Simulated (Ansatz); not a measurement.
TiPd₃ under pressure

These are results of DFT LDA, scalar-relativistic, plane waves, PAW in Ansatz, not measurements. Cutoff 420 eV, 12×12×12 k-points (Γ-centred), Fermi-Dirac smearing of 0.15 eV. No spin polarisation. Phonons by linear response, acoustic sum rule imposed.

Relaxed structure:
```
CELL_PARAMETERS angstrom
3.83402 0.00000 0.00000
0.00000 3.83402 0.00000
0.00000 0.00000 3.83402
ATOMIC_POSITIONS crystal
Ti 0.00000 0.00000 0.00000
Pd 0.00000 0.50000 0.50000
Pd 0.50000 0.00000 0.50000
Pd 0.50000 0.50000 0.00000
```

In a metal, frequencies and elastic constants depend on the k mesh and the smearing, soft modes and shear constants most.

Optical modes at Γ (cm⁻¹) at zero pressure: 146, 158, 225.

Under hydrostatic pressure the same modes lie at 157, 176, 243 cm⁻¹. What is the pressure, and how much has the cell shrunk?

## Answers

8 GPa; the volume is 3.2 % smaller.